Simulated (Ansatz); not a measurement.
The start is a relaxed ZnSnP2 cell displaced along its unstable phonon at q = Γ (71i cm⁻¹), largest move 0.15 Å. The cell and all atomic positions are relaxed at zero pressure with PBEsol (plane waves to 420 eV, PAW, scalar-relativistic; Ansatz, a first-principles code). The first steps use a coarse 9×7×7 k-mesh.

The start:
```
CELL_PARAMETERS angstrom
      3.62027     0.00000     0.00000
      0.00000     2.52443     5.10796
      0.00000    -2.52443     5.10796
ATOMIC_POSITIONS crystal
  P  0.50000 0.46248 0.87413
  P  0.50000 0.85445 0.42415
  Zn 0.00000 0.12135 0.09299
  Sn 0.50000 0.37777 0.39827
```

Problem. How does the volume per atom move from start to end?

Solution. -11.4 %, from 23.34 to 20.68 Å³/atom.

Problem. Does it find its way back to the structure it was made from?

Solution. It does not go back: it reaches P2/m (No. 10), 0.06 eV/atom below the parent.

Problem. How do the shortest distances between atoms change?

Solution. The closest pairs of elements (up to four, under 3.6 Å), start → end: P–P 2.15 → 2.17 Å; P–Zn 2.38 → 2.42 Å; P–Sn 2.72 → 2.74 Å; Sn–Zn 3.39 → 3.25 Å.

Problem. Give the final cell and atomic positions.

Solution. 
```cif
data_P2SnZn
_chemical_formula_sum 'P2 Zn1 Sn1'
_space_group_name_H-M_alt 'P2/m'
_space_group_IT_number 10
_space_group_name_Hall '-P 2y'
_cell_length_a 4.93455
_cell_length_b 3.49219
_cell_length_c 5.32632
_cell_angle_alpha 90.000
_cell_angle_beta 115.673
_cell_angle_gamma 90.000
loop_
_atom_site_label
_atom_site_type_symbol
_atom_site_symmetry_multiplicity
_atom_site_Wyckoff_symbol
_atom_site_fract_x
_atom_site_fract_y
_atom_site_fract_z
_atom_site_occupancy
P1 P 2 n 0.74152 0.50000 0.12455 1
Zn1 Zn 1 a 0.00000 0.00000 0.00000 1
Sn1 Sn 1 h 0.50000 0.50000 0.50000 1
```

Final values are on a 11×13×10 k-mesh of the relaxed cell. No spin polarisation in the result.

The run could not lose the symmetry of its start: the end is stationary, and may be a saddle point rather than a minimum.

The relaxed structure here is a generated cell of ZnSnP2: the first start was made by placing the elements on the sites of a structure type, and the end was not matched to a known phase here, so it may be hypothetical.
